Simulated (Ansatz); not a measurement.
**Os: energy along a strain**

Os, Fm-3m, a = 3.890 Å (as given, not relaxed at this level: -20.1 GPa). This isn't the element's structure at ambient conditions. Ansatz: PBEsol, PAW, 420 eV, Γ-centred 20×20×20 mesh on 1 atom, Gaussian smearing 0.15 eV; no spin polarisation. Cell vectors (Å): 0.000 1.945 1.945; 1.945 0.000 1.945; 1.945 1.945 0.000. The cell is strained by x per cent times the pattern (1 0 0 0 0 0) in the order xx yy zz yz xz xy (engineering shears), with fractional coordinates held. y is the free energy over the start, V0 = 14.716 Å³/atom. Points with a strain past 8.5 % were computed too (3) and aren't used here.

```tsv
x (%)	y (meV/atom)
-7.50	27.59
-5.00	?
-2.50	-30.31
0.00	0.00
2.50	60.00
5.00	145.99
7.50	254.82
```

**Question.** Fit y = c1 x + c2 x² + c3 x³ to the other rows, get the stiffness along the pattern, and predict the missing energy.

**Answer.** Least squares on the rows shown. y = 18.196 x + 2.5054 x² − 0.054421 x³. The clamped-ion stiffness p·C·p = 2 × 25.05 eV × 160.2 / 14.716 Å³ = 545 GPa, which is C11 in these axes (second derivative at the start, which stands under stress). With a term in x⁴ added, the coefficient of x² becomes 2.381, 5 % less, which shows how far this figure hangs on the form. At x = -5.00 the fit asked for gives -21.54 meV/atom. The run gave -23.64 meV/atom, so the fit is 2.10 meV/atom too high, 0.74 % of the span of the series, against an rms of 0.74 meV/atom on the fitted rows. With a term in x⁴ added, a fit to the same known rows predicts -23.97 meV/atom, so most of the miss is curvature that the known rows already hold.

Spin–orbit coupling is left out, which can shift energies with elements as heavy as these.